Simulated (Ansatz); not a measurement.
Cd5Se2S3 (I-4m2) at 2 levels of theory

One geometry, relaxed with PBE; plane waves with PAW potentials in Ansatz, scalar-relativistic. No spin polarisation. Gaps are the least over mesh and band path; pressure is positive in compression.

```
Cd Se S
1.0
    -2.13380    2.13380   15.07302
     2.13380   -2.13380   15.07302
     2.13380    2.13380  -15.07302
Cd Se S
5 2 3
Direct
  0.59596 0.59596 0.00000
  0.20187 0.20187 0.00000
  0.79813 0.79813 0.00000
  0.40404 0.40404 0.00000
  0.00000 0.00000 0.00000
  0.85108 0.35108 0.50000
  0.64892 0.14892 0.50000
  0.25000 0.75000 0.50000
  0.45209 0.95209 0.50000
  0.04791 0.54791 0.50000
```

```json
{"level": "PBE", "cutoff (eV)": "420", "k mesh": "10×10×10", "gap (eV)": "0.76", "pressure (GPa)": "0.0"}
```

Problem. What comes out on the same cell with r2SCAN?

Solution.
```
 level  cutoff (eV)    k mesh  gap (eV)  pressure (GPa)
r2SCAN          500  10×10×10      1.21            -1.4
```

The cell was found from a structure generator's guess, not taken from experiment.
